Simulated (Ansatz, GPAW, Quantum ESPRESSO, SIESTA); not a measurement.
## SrCl2: 4 runs at one level of theory

```
Sr Cl
1.0
     0.00000    3.48835    3.48835
     3.48835    0.00000    3.48835
     3.48835    3.48835    0.00000
Sr Cl
1 2
Direct
  0.00000 0.00000 0.00000
  0.75000 0.75000 0.75000
  0.25000 0.25000 0.25000
```

Alike in all runs: task band structure; functional PBEsol; k mesh 7 × 7 × 7; occupations fermi-dirac, width 0.05 eV; no spin polarisation; no spin-orbit coupling. Pressure is positive in compression and, in plane waves, holds the error of the finite cutoff. Gaps are the smaller of the mesh's and the band path's.

```tsv
program and potentials	plane-wave cutoff (eV)	notes	band gap (eV)	pressure (GPa)
Quantum ESPRESSO, GBRV 1.5 PBEsol	612	-	5.14	-1.08
SIESTA, files PseudoDojo sr-pbesol-0.4.1-standard, DZP (energy shift 0.003 Ry; two zetas on semicore shells; d shell added on Sr)	-	atomic basis	5.28	-0.85
Ansatz, all-electron LAPW, scalar-relativistic	-	-	5.14	-1.06
GPAW, PAW data sets generated for this functional	600	-	5.14	-0.99
```

The band gap spans 5.14 (GPAW, PAW data sets generated for this functional) to 5.28 eV (SIESTA, files PseudoDojo sr-pbesol-0.4.1-standard, DZP (energy shift 0.003 Ry; two zetas on semicore shells; d shell added on Sr)), with all-electron results at 5.14. The pressure spans -1.08 (Quantum ESPRESSO, GBRV 1.5 PBEsol) to -0.85 GPa (SIESTA, files PseudoDojo sr-pbesol-0.4.1-standard, DZP (energy shift 0.003 Ry; two zetas on semicore shells; d shell added on Sr)), with all-electron results at -1.06. The paths' points differ, which is worth about 0.01 eV. Rows in atomic bases carry the error of their basis and grid, which can be large.

Differences between rows come from potentials, basis sets and numerical settings, since the functional is the same but for its coding. Runs on potential files found faulty are left out.
